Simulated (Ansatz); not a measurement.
**Two Ansatz runs on LuTl$_{3}$**

Structure from Materials Project entry mp-2060 (possibly hypothetical), not relaxed further.

First run: DFT, LDA, all-electron LAPW, scalar-relativistic (Ansatz 0.2.0).

Command: `ansatz run input.yaml --threads 1 --pin off --max-ram 4096MiB --backend cpu --events-out ev --progress --plain --runs-dir out` The run took 120 s on 1 thread of Arm Neoverse V2, on a shared host.

```yaml
crystal:
  lattice:
    - [4.68798482, 0.0, 0.0]
    - [0.0, 4.68798482, 0.0]
    - [0.0, 0.0, 4.68798482]
  atoms:
    - { symbol: Lu, position: [0.0, 0.0, 0.0] }
    - { symbol: Tl, position: [0.0, 0.5, 0.5] }
    - { symbol: Tl, position: [0.5, 0.5, 0.0] }
    - { symbol: Tl, position: [0.5, 0.0, 0.5] }
kpoints:
  mp_grid: { grid: [7, 7, 7] }
  band_path:
    path:
      - [0.0, 0.0, 0.0]
      - [0.0, 0.5, 0.0]
      - [0.5, 0.5, 0.0]
      - [0.0, 0.0, 0.0]
      - [0.5, 0.5, 0.5]
      - [0.0, 0.5, 0.0]
      - [0.5, 0.5, 0.5]
      - [0.5, 0.5, 0.0]
    npoints: 14
scf:
  occupations: { method: fermi_dirac, width: 0.08 }
hamiltonian:
  xc: lda
  pseudopotentials: { kind: all_electron, lapw: { basis_error: 0.001 } }
output:
  forces: true
  stress: true
  eigenvalues: true
  populations: true
  dos: { projected: true, de: 0.2, e_range: [-14, 8] }
```

Result: converged; pressure -3.74 GPa; no gap on the k mesh; 11 SCF iterations.

No spin–orbit coupling, which matters for the heavy atoms here.

A second input differs as follows:

```diff
@@ -23,5 +23,6 @@
     npoints: 14
 scf:
-  occupations: { method: fermi_dirac, width: 0.08 }
+  occupations: { method: fixed }
+  max_iter: 75
 hamiltonian:
   xc: lda
@@ -32,4 +33,3 @@
   eigenvalues: true
   populations: true
-  dos: { projected: true, de: 0.2, e_range: [-14, 8] }
```

Task: What is wrong with it, and what does the program do?

Result: The fault is fixed occupations whatever the gap. The run converged; energy at zero smearing +87.5 meV/atom from the first run; pressure -3.08 GPa; no gap on the k mesh; 10 SCF iterations. Such numbers aren't properties of the crystal. The log ends:
```
--- Band table (eV; the first three rows and the last of 20) ---
  k-point 0: bands = ["-169.8714", "-169.8714", "-169.8693", "-169.8693", "-169.8693", "-109.4166", "-109.4162", "-109.4162", "-92.8256", "-92.8256", "-92.8256", "-92.8213", "-92.8213", "-92.8213", "-92.8213", "-92.8213", "-92.8213", "-92.8120", "-92.8120", "-92.8120", "-92.8066", "-92.8066", "-92.8066", "-92.7960", "-92.7960", "-92.7960", "-92.7960", "-92.7960", "-92.7960", "-54.5310", "-54.5310", "-54.5310", "-54.4909", "-54.4909", "-54.4909", "-54.4905", "-54.4905", "-54.4905", "-39.4590", "-10.1190", "-10.1190", "-10.1190", "5.3359", "5.3993", "5.3993", "5.3993", "5.6554", "5.6554", "5.9910", "5.9910", "5.9910", "6.1825", "6.1825", "6.4252", "6.4891", "6.4891", "6.4891", "7.1427", "11.7198", "11.7198", "11.7198", "11.7246", "11.7246", "11.7246", "11.7309", "13.4614", "13.4614", "15.8775", "15.8775", "15.8775", "19.6680", "19.8607", "19.8607", "19.8607", "20.3035", "20.3035", "21.4971", "21.4971", "21.4971", "23.7053", "23.7053", "23.7053", "27.7873", "28.3500"]
  k-point 1: bands = ["-169.8714", "-169.8714", "-169.8693", "-169.8693", "-169.8693", "-109.4165", "-109.4162", "-109.4162", "-92.8256", "-92.8256", "-92.8256", "-92.8213", "-92.8213", "-92.8213", "-92.8213", "-92.8213", "-92.8213", "-92.8120", "-92.8120", "-92.8120", "-92.8066", "-92.8066", "-92.8066", "-92.7960", "-92.7960", "-92.7960", "-92.7960", "-92.7960", "-92.7960", "-54.5310", "-54.5310", "-54.5309", "-54.4911", "-54.4910", "-54.4910", "-54.4906", "-54.4906", "-54.4905", "-39.4590", "-10.1215", "-10.1191", "-10.1191", "5.3756", "5.4108", "5.4419", "5.4419", "5.6696", "5.6935", "5.9789", "5.9942", "5.9942", "6.1527", "6.1833", "6.3978", "6.4265", "6.4265", "6.4891", "7.3031", "11.7155", "11.7206", "11.7211", "11.7211", "11.7261", "11.7261", "11.7313", "12.6131", "13.5457", "15.9615", "15.9615", "16.4437", "19.1157", "19.5031", "19.5031", "19.8495", "20.0871", "20.5864", "22.0461", "22.0461", "22.7833", "22.9317", "23.4863", "23.4863", "28.0068", "28.1525"]
  k-point 2: bands = ["-169.8714", "-169.8714", "-169.8693", "-169.8693", "-169.8693", "-109.4165", "-109.4163", "-109.4162", "-92.8256", "-92.8256", "-92.8256", "-92.8213", "-92.8213", "-92.8213", "-92.8213", "-92.8213", "-92.8213", "-92.8120", "-92.8120", "-92.8120", "-92.8066", "-92.8066", "-92.8066", "-92.7960", "-92.7960", "-92.7960", "-92.7960", "-92.7960", "-92.7960", "-54.5309", "-54.5309", "-54.5307", "-54.4913", "-54.4910", "-54.4910", "-54.4907", "-54.4907", "-54.4905", "-39.4590", "-10.1270", "-10.1193", "-10.1193", "5.4387", "5.4797", "5.5636", "5.5636", "5.7031", "5.7944", "5.9497", "5.9977", "5.9977", "6.0652", "6.1830", "6.2642", "6.2642", "6.3232", "6.4892", "7.7848", "11.1665", "11.7061", "11.7234", "11.7234", "11.7301", "11.7301", "11.7321", "11.7394", "13.7731", "16.1368", "16.1368", "17.1979", "17.7893", "19.1370", "19.1370", "19.8246", "20.2782", "21.5903", "22.1243", "22.1243", "22.3100", "23.9898", "23.9898", "24.2526", "27.3034", "27.5951"]
  k-point 19: bands = ["-169.8714", "-169.8714", "-169.8693", "-169.8693", "-169.8693", "-109.4163", "-109.4163", "-109.4163", "-92.8256", "-92.8256", "-92.8256", "-92.8213", "-92.8213", "-92.8213", "-92.8213", "-92.8213", "-92.8213", "-92.8120", "-92.8120", "-92.8120", "-92.8066", "-92.8066", "-92.8066", "-92.7960", "-92.7960", "-92.7960", "-92.7960", "-92.7960", "-92.7960", "-54.5378", "-54.5268", "-54.5268", "-54.4948", "-54.4947", "-54.4947", "-54.4874", "-54.4874", "-54.4873", "-39.4588", "-10.1272", "-10.1268", "-10.1268", "5.5183", "5.5481", "5.5557", "5.5557", "5.7466", "5.7466", "5.7791", "5.9967", "6.0345", "6.0345", "6.0860", "6.0860", "6.3833", "6.3833", "6.4253", "10.9777", "11.5283", "11.5283", "11.7237", "11.7260", "11.7264", "11.7269", "11.7269", "11.7420", "11.7420", "14.3113", "15.0622", "15.1292", "15.1292", "18.7291", "20.4255", "20.4255", "21.2028", "21.2028", "21.4326", "25.5397", "25.5397", "25.7298", "26.3394", "26.3394", "27.6910", "27.7210"]
--- Löwdin populations: 4 sites ---
  site symbol       q [e]
     0     Lu     70.5305
     1     Tl     81.1426
     2     Tl     81.1426
     3     Tl     81.1426
  spilling = 0.000132 (of n_electrons = 314.000000)
```
